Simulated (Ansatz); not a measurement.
## Stiffness of YHg from strained cells

```yaml
crystal:
  lattice:
    - [3.68200, 0.00000, 0.00000]
    - [0.00000, 3.68200, 0.00000]
    - [0.00000, 0.00000, 3.68200]
  atoms:
    - { symbol: Y, position: [0.50000, 0.50000, 0.50000] }
    - { symbol: Hg, position: [0.00000, 0.00000, 0.00000] }
```

Atom numbers follow the list: Y1, Hg2.

The cell comes from COD entry 1523310, which wasn't checked; take it as a given geometry.

Spin polarisation is left out, and whether a magnetic state lies lower isn't shown here.

No spin–orbit coupling, which matters for the heavy atoms here.

Method: Ansatz 0.2.0, DFT, LDA, all-electron LAPW, scalar-relativistic.

Numerical set-up: a Γ-centred 11×11×11 k mesh, Fermi–Dirac smearing of 0.08 eV, basis error target 0.25 meV/atom, no spin polarisation.

The unstrained cell is at -3.48 GPa. Large strains and very small stresses are left out. Each strain is applied once, with fractional coordinates held (clamped ions), and σ below is the change of stress, positive in tension. One finite strain gives stress–strain coefficients at this pressure with an error of the order of the strain times third-order constants, a few per cent for each per cent of strain. In a metal the k mesh adds noise of tens of per cent to soft shears.

Problem. With equal xy, yz and zx engineering shear strains of -1 %, the run gives σxy = -0.35 GPa and γxy = 2εxy = -0.0100. Which stiffness follows?

Solution. C44 (clamped ions) = σxy/γxy = 35 GPa.

Problem. Estimate the stiffness probed by this change, and the stress that it gives: equal xy, yz and zx engineering shear strains of +1 %.

Solution. σxy = 0.32 GPa and γxy = 2εxy = 0.0100, so C44 (clamped ions) = σxy/γxy = 32 GPa.

Problem. The two estimates of C44 (clamped ions) differ. Why, and which value is best?

Solution. Finite strains add third-order terms, and in a metal the k mesh adds noise; two strains on one mesh can't tell these apart, so neither value is shown to be the better.
